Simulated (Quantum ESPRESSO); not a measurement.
Band energies of Pt₃Zn

```xyz
4
Lattice="3.8986 0.0000 0.0000 0.0000 3.8986 0.0000 0.0000 0.0000 3.8986" Properties=species:S:1:pos:R:3 pbc="T T T"
Zn     0.0000     0.0000     0.0000
Pt     1.9493     1.9493     0.0000
Pt     0.0000     1.9493     1.9493
Pt     1.9493     0.0000     1.9493
```

norm-conserving PBEsol (Quantum ESPRESSO, 84 Ry, without SOC); path ΓXMΓRX,MR; energies in eV from the Fermi level.

```
k (1/Å)  point  band 33  band 34  band 35  band 36  band 37  band 38  band 39  band 40
-------  -----  -------  -------  -------  -------  -------  -------  -------  -------
0.00         Γ    -0.67     0.30     0.75     0.75     0.75     1.14     1.14     1.14
0.35              -0.74    -0.74    -0.71    -0.71    -0.20     0.75     3.27     3.27
0.69              -2.20    -1.83    -1.83    -1.54    -0.57     0.76     5.13     6.03
0.81         X    -2.22    -1.92    -1.92    -1.71    -0.58     0.76     5.06     6.96
1.04              -2.51    -1.65    -1.65    -1.32    -0.67     0.29     4.32     4.80
1.38              -2.28    -1.97    -1.36    -1.10    -1.08    -0.20     2.30     2.47
1.61         M    -2.35    -2.35    -1.56    -1.32    -1.31     0.09     1.98     1.98
1.72              -2.33    -2.23    -1.46    -1.32    -1.28     0.04     1.98     2.13
2.03              -2.00    -1.48    -1.40    -1.13    -0.57     0.08     2.03     3.91
2.44              -1.03    -0.80    -0.47    -0.09     0.48     0.84     1.92     3.10
2.75         Γ    -0.67     0.30     0.75     0.75     0.75     1.14     1.14     1.14
3.05              -0.90    -0.81    -0.81    -0.22     0.59     1.28     2.23     2.23
3.35              -1.59    -1.53    -1.33    -1.33     0.47     1.27     2.62     2.62
3.65              -1.64    -1.64    -1.27    -1.27     0.38     0.92     2.06     2.06
3.95              -1.66    -1.53    -0.92    -0.92    -0.03     0.32     0.76     0.76
4.15         R    -1.24    -1.17    -1.17    -1.17    -0.32     0.31     0.31     0.31
4.34              -1.58    -1.43    -0.84    -0.78    -0.32     0.27     0.74     0.81
4.62              -1.63    -1.55    -1.04    -0.90    -0.65     0.10     2.61     2.66
4.91              -1.87    -1.86    -1.50    -1.02    -0.98     0.01     4.33     4.76
5.19              -2.23    -1.89    -1.75    -1.70    -0.60     0.67     4.93     6.44
5.29         X    -2.22    -1.92    -1.92    -1.71    -0.58     0.76     5.06     6.96
5.29         M    -2.35    -2.35    -1.56    -1.32    -1.31     0.09     1.98     1.98
5.39              -2.26    -2.26    -1.40    -1.31    -1.29     0.08     1.95     1.95
5.69              -1.55    -1.55    -1.28    -0.87    -0.40    -0.13     1.50     1.50
6.09         R    -1.24    -1.17    -1.17    -1.17    -0.32     0.31     0.31     0.31
```

A metal at this level: along this path bands 34, 35, 36, 37, 38 cross the Fermi level.

Spin-orbit coupling is left out; for elements this heavy it splits bands near the Fermi level.

Geometry of the Materials Project entry, not relaxed at this level.
